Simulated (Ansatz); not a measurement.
Input, command and steps of an Ansatz relaxation.

```yaml
crystal:
  lattice:
    - [2.86637827, -5.24854972, 0.0]
    - [2.86637827, 5.24854972, 0.0]
    - [0.0, 0.0, 4.74143888]
  atoms:
    - { symbol: Ti, position: [0.17906755, 0.82093245, 0.75] }
    - { symbol: Ti, position: [0.82093245, 0.17906755, 0.25] }
    - { symbol: Ti, position: [0.16798949, 0.31440417, 0.75] }
    - { symbol: Ti, position: [0.31440417, 0.16798949, 0.25] }
    - { symbol: Ti, position: [0.83201051, 0.68559583, 0.25] }
    - { symbol: Ti, position: [0.68559583, 0.83201051, 0.75] }
    - { symbol: Sn, position: [0.66730007, 0.33269993, 0.75] }
    - { symbol: Sn, position: [0.33269993, 0.66730007, 0.25] }
basis:
  ecutwfc: 420
kpoints:
  mp_grid: { grid: [8, 8, 8] }
hamiltonian:
  xc: pbesol
scf:
  occupations: { method: gaussian, width: 0.1 }
output:
  forces: true
  stress: true
  eigenvalues: true
relax:
  adjacent_minimum: "off"
  f_tol: 0.01
  max_steps: 40
```

```bash
ansatz run input.yaml --threads 2 --pin off --max-ram 5120MiB --backend cpu --events-out ev --progress --plain --runs-dir out
```

Computed with Ansatz, DFT PBEsol, scalar-relativistic, plane waves, PAW.

Of 3 frames 3 are shown, positions in Å and forces in eV/Å; the SCF threshold varies from step to step. The mark taken_back stands on steps that the optimiser undid.

```xyz
8
Lattice="2.8664 -5.2485 0.0000 2.8664 5.2485 0.0000 0.0000 0.0000 4.7414" Properties=species:S:1:pos:R:3:forces:R:3 pbc="T T T" step=1 free_energy_over_end_meV_per_atom=0.19
Ti    2.8664    3.3689    3.5561    0.0000    0.0975    0.0000
Ti    2.8664   -3.3689    1.1854    0.0000   -0.0975    0.0000
Ti    1.3827    0.7685    3.5561   -0.0198   -0.0158    0.0000
Ti    1.3827   -0.7685    1.1854   -0.0198    0.0158    0.0000
Ti    4.3500   -0.7685    1.1854    0.0198    0.0158    0.0000
Ti    4.3500    0.7685    3.5561    0.0198   -0.0158    0.0000
Sn    2.8664   -1.7562    3.5561    0.0000    0.0283    0.0000
Sn    2.8664    1.7562    1.1854    0.0000   -0.0283    0.0000
8
Lattice="2.8664 -5.2485 0.0000 2.8664 5.2485 0.0000 0.0000 0.0000 4.7414" Properties=species:S:1:pos:R:3:forces:R:3 pbc="T T T" step=2 free_energy_over_end_meV_per_atom=0.30 taken_back
Ti    2.8664    3.4022    3.5561    0.0000   -0.1154    0.0000
Ti    2.8664   -3.4022    1.1854    0.0000    0.1154    0.0000
Ti    1.3817    0.7690    3.5561    0.0164    0.0177    0.0000
Ti    1.3817   -0.7690    1.1854    0.0164   -0.0177    0.0000
Ti    4.3511   -0.7690    1.1854   -0.0164   -0.0177    0.0000
Ti    4.3511    0.7690    3.5561   -0.0164    0.0177    0.0000
Sn    2.8664   -1.7516    3.5561    0.0000   -0.0667    0.0000
Sn    2.8664    1.7516    1.1854    0.0000    0.0667    0.0000
8
Lattice="2.8664 -5.2485 0.0000 2.8664 5.2485 0.0000 0.0000 0.0000 4.7414" Properties=species:S:1:pos:R:3:forces:R:3 pbc="T T T" step=3 free_energy_over_end_meV_per_atom=0.00
Ti    2.8664    3.3847    3.5561    0.0000   -0.0025    0.0000
Ti    2.8664   -3.3847    1.1854    0.0000    0.0025    0.0000
Ti    1.3823    0.7682    3.5561    0.0014   -0.0027    0.0000
Ti    1.3823   -0.7682    1.1854    0.0014    0.0027    0.0000
Ti    4.3504   -0.7682    1.1854   -0.0014    0.0027    0.0000
Ti    4.3504    0.7682    3.5561   -0.0014   -0.0027    0.0000
Sn    2.8664   -1.7566    3.5561    0.0000    0.0045    0.0000
Sn    2.8664    1.7566    1.1854    0.0000   -0.0045    0.0000
```

Time: 110 s on 2 threads of Intel(R) Xeon(R) Platinum 8259CL CPU @ 2.50GHz (Skylake/Cascade Lake) (shared host), peak memory 0.95 GiB.